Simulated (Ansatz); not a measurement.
Si$_{2}$Mo, DFT, PBEsol, PAW with Ansatz's default frozen-core files, scalar-relativistic (Ansatz 0.2.0), run on 1 thread of Arm Neoverse V2 on a shared host.

The geometry is COD entry 1010282, unchecked; take it as a test cell. It is an old determination, and later ones may differ. The listed cell was then made from it by scaling, straining or moving an atom.

Command: `ansatz run input.yaml --threads 1 --pin off --max-ram 6144MiB --backend cpu --events-out ev --progress --plain --runs-dir out`

```yaml
crystal:
  lattice:
    - [-1.5673377739, 1.5673377739, 3.8502632003]
    - [1.5673377739, -1.5673377739, 3.8502632003]
    - [1.5673377739, 1.5673377739, -3.8502632003]
  atoms:
    - { symbol: Si, position: [0.333, 0.333, 0.0] }
    - { symbol: Si, position: [0.667, 0.667, 0.0] }
    - { symbol: Mo, position: [0.0, 0.0, 0.0] }
kpoints:
  mp_grid: { grid: [12, 12, 16] }
scf:
  occupations: { method: fermi_dirac, width: 0.03 }
hamiltonian:
  xc: pbesol
  pseudopotentials: { kind: paw }
output:
  forces: true
  stress: true
  eigenvalues: true
  efg: { contact_densities: true }
```

(1) How large is the problem that the program sets up?

(2) Estimate the wall time and the peak memory.

(3) And the same cell and mesh by crystal-made all-electron datasets, asked for forces, stress, eigenvalues, efg, on the same hardware?

## Answers

(1) 632 irreducible k-points, 761 plane waves at Γ, 15 bands.

(2) 15 s of wall time for 6 SCF iterations, with a peak of 0.58 GiB. Times on shared machines scatter by tens of per cent.

(3) 44 s, peak memory 1.2 GiB.
